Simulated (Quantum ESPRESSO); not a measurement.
# Ag3ZnZr2In2: input and log of a self-consistent run

Simulated, not a measurement. The program is pw.x of Quantum ESPRESSO 7.5 (plane-wave density functional theory). The cell is made up: eight metal atoms on a hexagonal close-packed lattice, with elements, volume, strain and displacements drawn at random and not relaxed, so it may be unstable or far from any real phase. PseudoDojo standard norm-conserving files set the functional (PBE unless stated); there is no spin polarisation or spin-orbit coupling, the Fermi-Dirac width of 0.25 eV means electrons at about 2900 K, and the masses in the input are unused placeholders. A spin test at this wide smearing found no moment, but such smearing suppresses magnetism that the real alloy may have.

Input:

```
&control calculation='scf', pseudo_dir='./dojo.nc.sr.pbe.v0_5.standard.upf', outdir='./o', disk_io='minimal', tprnfor=.true., tstress=.true. /
&system ibrav=0, nat=8, ntyp=4, nbnd=76, ecutwfc=84.00895049, nosym=.true., tot_charge=0,
 occupations='smearing', smearing='fd', degauss=0.0183746611
/
&electrons conv_thr=1.470e-08, electron_maxstep=70, mixing_beta=0.5 /
ATOMIC_SPECIES
Ag 1.0 Ag.upf
In 1.0 In.upf
Zn 1.0 Zn.upf
Zr 1.0 Zr.upf
CELL_PARAMETERS angstrom
0.0128 -0.0706 5.0253
6.2877 0.0182 0.0162
-3.1281 5.4247 -0.0857
ATOMIC_POSITIONS angstrom
Ag 0.0212 0.004 -0.0463
Ag -1.5726 2.7655 -0.0869
Zn 3.0796 -0.0122 0.0084
Ag 1.6249 2.6685 -0.0611
Zr 0.0654 1.8194 2.5132
Zr -1.5345 4.5028 2.4597
In 3.1802 1.7775 2.431
In 1.5797 4.4917 2.4487
K_POINTS automatic
5 4 4 1 1 1
```

The log is shortened where brackets say so; the opening notice, blank lines, dates and the lines on written files are dropped, and the path of the files is cut. It prints rydbergs, bohrs and kilobars, and counts compression as positive stress. Its total energy is the free energy E - TS of the whole cell.

```
     Program PWSCF v.7.5
     Parallel version (MPI & OpenMP), running on       4 processor cores
     Number of MPI processes:                 4
     Threads/MPI process:                     1
     [start-up lines left out]
     bravais-lattice index     =            0
     lattice parameter (alat)  =       9.4974  a.u.
     unit-cell volume          =    1158.4047 (a.u.)^3
     number of atoms/cell      =            8
     number of atomic types    =            4
     number of electrons       =       127.00
     number of Kohn-Sham states=           76
     kinetic-energy cutoff     =      84.0090  Ry
     charge density cutoff     =     336.0358  Ry
     scf convergence threshold =      1.5E-08
     mixing beta               =       0.5000
     number of iterations used =            8  plain     mixing
     Exchange-correlation= PBE
                           (   1   4   3   4   0   0   0)
     [axes and pseudopotential details left out]
   Cartesian axes
     site n.     atom                  positions (alat units)
         1        Ag     tau(   1) = (   0.0042182   0.0007959  -0.0092124  )
         2        Ag     tau(   2) = (  -0.3129046   0.5502593  -0.0172907  )
         3        Zn     tau(   3) = (   0.6127567  -0.0024275   0.0016714  )
         4        Ag     tau(   4) = (   0.3233109   0.5309590  -0.0121572  )
         5        Zr     tau(   5) = (   0.0130128   0.3620111   0.5000585  )
         6        Zr     tau(   6) = (  -0.3053238   0.8959348   0.4894134  )
         7        In     tau(   7) = (   0.6327733   0.3536742   0.4837029  )
         8        In     tau(   8) = (   0.3143174   0.8937262   0.4872247  )
     number of k points=    40  Fermi-Dirac smearing, width (Ry)=  0.0184
                       cart. coord. in units 2pi/alat
        k(    1) = (   0.0991449   0.1745942   0.1022105), wk =   0.0500000
        k(    2) = (   0.0984670   0.4058717   0.1054614), wk =   0.0500000
     [further k points left out]
     Dense  grid:   120543 G-vectors     FFT dimensions: (  60,  72,  72)
     Estimated max dynamical RAM per process >     384.75 MB
     Estimated total dynamical RAM >       1.42 GB
     Initial potential from superposition of free atoms
     starting charge     126.9860, renormalised to     127.0000
     Starting wfcs are   78 randomized atomic wfcs
     total cpu time spent up to now is        4.5 secs
     per-process dynamical memory:   285.1 Mb
     Self-consistent Calculation
     iteration #  1     ecut=    84.01 Ry     beta= 0.50
     Davidson diagonalization with overlap
     ethr =  1.00E-02,  avg # of iterations =  4.8
     total cpu time spent up to now is       13.9 secs
     total energy              =   -1815.86772451 Ry
     estimated scf accuracy    <       1.31512759 Ry
     iteration #  2     ecut=    84.01 Ry     beta= 0.50
     Davidson diagonalization with overlap
     ethr =  1.04E-03,  avg # of iterations =  3.7
     total cpu time spent up to now is       23.4 secs
     total energy              =   -1816.17920209 Ry
     estimated scf accuracy    <       2.75503538 Ry
     iteration #  3     ecut=    84.01 Ry     beta= 0.50
     Davidson diagonalization with overlap
     ethr =  1.04E-03,  avg # of iterations =  2.9
     total cpu time spent up to now is       31.8 secs
     total energy              =   -1816.52310501 Ry
     estimated scf accuracy    <       0.05628939 Ry
     iteration #  4     ecut=    84.01 Ry     beta= 0.50
     Davidson diagonalization with overlap
     ethr =  4.43E-05,  avg # of iterations =  6.4
     total cpu time spent up to now is       41.8 secs
     total energy              =   -1816.53623552 Ry
     estimated scf accuracy    <       0.00516982 Ry
     iteration #  5     ecut=    84.01 Ry     beta= 0.50
     Davidson diagonalization with overlap
     ethr =  4.07E-06,  avg # of iterations =  4.6
     total cpu time spent up to now is       51.2 secs
     total energy              =   -1816.53696887 Ry
     estimated scf accuracy    <       0.00194285 Ry
     [iterations 6 to 7 left out]
     iteration #  8     ecut=    84.01 Ry     beta= 0.50
     Davidson diagonalization with overlap
     ethr =  3.26E-07,  avg # of iterations =  2.0
     total cpu time spent up to now is       72.6 secs
     total energy              =   -1816.53727192 Ry
     estimated scf accuracy    <       0.00003897 Ry
     iteration #  9     ecut=    84.01 Ry     beta= 0.50
     Davidson diagonalization with overlap
     ethr =  3.07E-08,  avg # of iterations =  2.1
     total cpu time spent up to now is       79.7 secs
     total energy              =   -1816.53727629 Ry
     estimated scf accuracy    <       0.00000407 Ry
     iteration # 10     ecut=    84.01 Ry     beta= 0.50
     Davidson diagonalization with overlap
     ethr =  3.21E-09,  avg # of iterations =  2.9
     total cpu time spent up to now is       87.3 secs
     total energy              =   -1816.53727691 Ry
     estimated scf accuracy    <       0.00000032 Ry
     iteration # 11     ecut=    84.01 Ry     beta= 0.50
     Davidson diagonalization with overlap
     ethr =  2.50E-10,  avg # of iterations =  4.2
     total cpu time spent up to now is       95.6 secs
     total energy              =   -1816.53727699 Ry
     estimated scf accuracy    <       0.00000003 Ry
     iteration # 12     ecut=    84.01 Ry     beta= 0.50
     Davidson diagonalization with overlap
     ethr =  2.15E-11,  avg # of iterations =  2.5
     total cpu time spent up to now is      103.7 secs
     End of self-consistent calculation
     [lines on levels left out]
!    total energy              =   -1816.53727699 Ry
     estimated scf accuracy    <          3.4E-09 Ry
     smearing contrib. (-TS)   =      -0.08313817 Ry
     internal energy E=F+TS    =   -1816.45413882 Ry
     The total energy is F=E-TS. E is the sum of the following terms:
     one-electron contribution =    -893.56061722 Ry
     hartree contribution      =     509.05449309 Ry
     xc contribution           =    -303.85954267 Ry
     ewald contribution        =   -1128.08847203 Ry
     convergence has been achieved in  12 iterations
     Forces acting on atoms (cartesian axes, Ry/au):
     atom    1 type  1   force =    -0.00239563    0.00448603    0.00775830
     atom    2 type  1   force =     0.00593853   -0.00364730    0.00574763
     atom    3 type  3   force =    -0.00684931   -0.00614184   -0.00097928
     atom    4 type  1   force =    -0.00558841   -0.00109704    0.00332110
     atom    5 type  4   force =    -0.01221612   -0.01032226   -0.01153699
     atom    6 type  4   force =     0.00313055    0.00404428   -0.00724649
     atom    7 type  2   force =     0.00798827    0.00305828    0.00367386
     atom    8 type  2   force =     0.00999212    0.00961986   -0.00073813
     Total force =     0.032309     Total SCF correction =     0.000191
     Computing stress (Cartesian axis) and pressure
          total   stress  (Ry/bohr**3)                   (kbar)     P=      -31.02
  -0.00018819  -0.00004158  -0.00000372          -27.68       -6.12       -0.55
  -0.00004158  -0.00017009   0.00002406           -6.12      -25.02        3.54
  -0.00000372   0.00002406  -0.00027443           -0.55        3.54      -40.37
     init_run     :      4.26s CPU      4.42s WALL (       1 calls)
     electrons    :     97.15s CPU     99.22s WALL (       1 calls)
     forces       :      1.23s CPU      1.24s WALL (       1 calls)
     stress       :      4.10s CPU      4.10s WALL (       1 calls)
     [timing details left out]
     PWSCF        :   1m46.85s CPU   1m49.10s WALL
     JOB DONE.
```

In other units: free energy -24715.249 eV for the cell, pressure -3.10 GPa, largest force component 0.314 eV/Å in size. The run took 111 s of wall time with four MPI processes on a shared machine (AMD EPYC, Zen 5, virtual cores), so the time is rough. A rerun of this cell at a higher cutoff and on a denser mesh moved values by no more than 0.016 eV in energy, 0.09 GPa in stress and 0.007 eV/Å in force, and a second program with other atomic files agreed on that cell to 2 % rms in force and 0.5 GPa in pressure.